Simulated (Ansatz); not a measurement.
Space group I4/mmm (No. 139). a = 4.334 Å, b = 4.334 Å, c = 10.398 Å, α = 90.00°, β = 90.00°, γ = 90.00°
```csv
atom,site,symmetry,x,y,z
Sr,2a,4/mmm,0.0000,0.0000,0.0000
Si,4e,4mm,0.0000,0.0000,0.3876
Ag,4d,-4m2,0.0000,0.5000,0.2500
```

Equation of state of this SrSi₂Ag₂ structure (not necessarily the ground state), with shape and atoms relaxed at each volume where symmetry leaves them free. It has no gap at any of these volumes. These are results of DFT PBEsol, scalar-relativistic, plane waves, PAW in Ansatz, not measurements.

Cutoff 420 eV; k points 12×12×12 on the computed 5-atom cell (Γ-centred); Gaussian smearing, width 0.10 eV; no spin polarisation.

```
V (Å³/atom) E − E(largest V) (meV/atom) P (GPa)
     18.358                         4.24     6.01
     18.944                       -11.59     2.74
     19.530                       -16.44     0.00
     20.116                       -12.09    -2.31
     20.702                         0.00    -4.24
```

**Question.** Fit a third-order Birch–Murnaghan equation to E(V).

**Answer.** V0 = 19.53 Å³/atom, B0 = 84 GPa, B0' = 4.8.